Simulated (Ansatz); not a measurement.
Au:
```yaml
crystal:
  lattice:
    - [0.00000, 3.01350, 3.01350]
    - [3.01350, 0.00000, 3.01350]
    - [3.01350, 3.01350, 0.00000]
  atoms:
    - { symbol: Au, position: [0.00000, 0.00000, 0.00000] }
    - { symbol: Au, position: [0.25000, 0.25000, 0.25000] }
```

Relaxed with PBEsol. Special points in fractions of this cell's reciprocal vectors: Γ (0.000, 0.000, 0.000); X (0.500, 0.000, 0.500); U (0.625, 0.250, 0.625); K (0.375, 0.375, 0.750); L (0.500, 0.500, 0.500); W (0.500, 0.250, 0.750).

Q: List the band energies nearest the Fermi level at these points for PBEsol with spin–orbit coupling (plane waves, PAW; program Ansatz).

A: In eV from the Fermi level; about four levels below and three above (degenerate sets whole), none deeper than 8.9 eV; points with the same levels are listed once.

| k | below | above |
|---|---|---|
| Γ | -1.10 -1.10 -1.10 -1.10 | 8.27 8.27 8.99 8.99 |
| X | -1.09 -1.09 -1.09 -1.09 | 0.38 0.38 0.38 0.38 |
| U | -1.13 -1.13 -0.76 -0.76 | 0.08 0.08 0.44 0.44 |
| L | -1.04 -1.04 -0.19 -0.19 | 6.14 6.14 7.48 7.48 |
| W | -1.06 -1.06 -0.69 -0.69 | 0.33 0.33 0.34 0.34 |

Space group Fd-3m (diamond). The start of the workflow was typed in or built on a structure type; neither database checked (COD, Materials Project) lists it. It is not the phase usual at ambient conditions (space group No. 225). Symmetry was held in the PBEsol relaxation. At this level the phase is mechanically unstable.

Potentials: the later of the program's two PAW sets.
